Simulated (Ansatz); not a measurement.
Li₂Pt: frozen-core PAW against all-electron methods

```xyz
3
Lattice="4.1860 0.0209 0.0209 -2.0749 3.6147 0.0077 0.0133 0.0133 2.6610" Properties=species:S:1:pos:R:3 pbc="T T T"
Li    0.0187    2.4234    1.3426
Li    2.1057    1.2255    1.3470
Pt    0.0000    0.0000    0.0000
```

Atoms are numbered in the order listed.

The geometry is COD entry 1523301, unchecked; take it as a test cell. The listed cell was then made from it by scaling, straining or moving an atom.

Spin–orbit coupling is left out, though it moves levels of the heavy atoms by tenths of an eV or more.

All numbers are computed: DFT, LDA, PAW with Ansatz's default frozen-core files, scalar-relativistic (Ansatz 0.2.0); DFT, LDA, all-electron PAW with datasets made for the crystal, scalar-relativistic (Ansatz 0.2.0); DFT, LDA, all-electron LAPW, scalar-relativistic (Ansatz 0.2.0).

For PAW: a Γ-centred 9×9×12 k mesh, Fermi–Dirac smearing of 0.03 eV, cutoff 420 eV, no spin polarisation; the PAW files were made with PBE, and the program remakes their frozen cores for this functional. The crystal-made all-electron datasets (AE datasets) take a cutoff of 280 eV at this cell. LAPW targets a basis error of 1 meV/atom. The Ansatz runs share mesh, smearing and spin set-up. Plane-wave (PAW) pressures include the program's estimate of the Pulay term.

Stress and pressure are positive in compression.

The change that made this cell: equal xy, yz and zx engineering shear strains of +1 %.

Spin–orbit coupling is left out, which moves gradients at and beside heavy atoms by some per cent and at worst by a factor of two.

In a metal, gradients converge slowly with the k mesh: the values move by tens of per cent from one mesh to another, at times in sign, so only the comparison on one mesh counts.

| quantity | PAW | AE datasets | LAPW |
| --- | --- | --- | --- |
| pressure (GPa) | -4.42 | -4.40 | -4.40 |
| stress xx (GPa) | -3.99 | -3.96 | -3.96 |
| stress zz (GPa) | -5.29 | -5.28 | -5.28 |
| stress yz (GPa) | -0.16 | -0.16 | -0.16 |
| stress xz (GPa) | -0.16 | -0.16 | -0.16 |
| stress xy (GPa) | -0.35 | -0.35 | -0.35 |
| force on Li1, x (eV/Å) | -0.022 | -0.022 | -0.022 |
| largest principal field gradient Vzz at Pt3 (10²¹ V/m²) | -23.34 | -24.03 | – |

PAW's pressure differs from the LAPW value by -0.02 GPa. Datasets made for the crystal and LAPW share parts of one code, so their agreement isn't an independent check.
